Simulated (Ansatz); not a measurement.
Computed properties of LaInAu

LaInAu:
```
CELL_PARAMETERS angstrom
      7.83995     0.00000     0.00000
     -3.91998     6.78960     0.00000
      0.00000     0.00000     4.30014
ATOMIC_POSITIONS crystal
  La 0.58577 0.00000 0.50000
  La 0.41423 0.41423 0.50000
  La 0.00000 0.58577 0.50000
  In 0.00000 0.24548 0.00000
  In 0.24548 0.00000 0.00000
  In 0.75452 0.75452 0.00000
  Au 0.66667 0.33333 0.00000
  Au 0.33333 0.66667 0.00000
  Au 0.00000 0.00000 0.50000
```

Space group P-62m (No. 189); conventional cell a = b = 7.8400 Å, c = 4.3001 Å, α = β = 90.00°, γ = 120.00°.

Method: DFT-r²SCAN in the program Ansatz with PAW potentials. Geometry: relaxed at this level of theory. Other levels are named where they apply.

Cell and energy:

- Volume per atom: 25.43 Å³
- Density: 9.81 g/cm³
- Formation energy from the elements (no fitted shifts): -0.87 eV/atom

Electronic structure:

- Electronic character = metallic (no gap)
- Density of states at the Fermi level = 0.45 states/eV per atom (mean over ±0.08 eV)

The workflow started from a Materials Project entry (that database holds measured and hypothetical structures alike); the Crystallography Open Database files this formula in space group No. 189, but the cells were not matched. Whether it is the stable phase at ambient conditions was not checked. The cell was relaxed with r²SCAN under the symmetry of its start; its stability against distortions is not shown here. Axis ratios of metals converge slowly with the k-mesh, so a and c are less sure than the volume. The references are the lowest solids computed at this level, not always the standard phases. Spin–orbit coupling is left out wherever it is not named.

Potentials: the later of the program's two PAW sets.
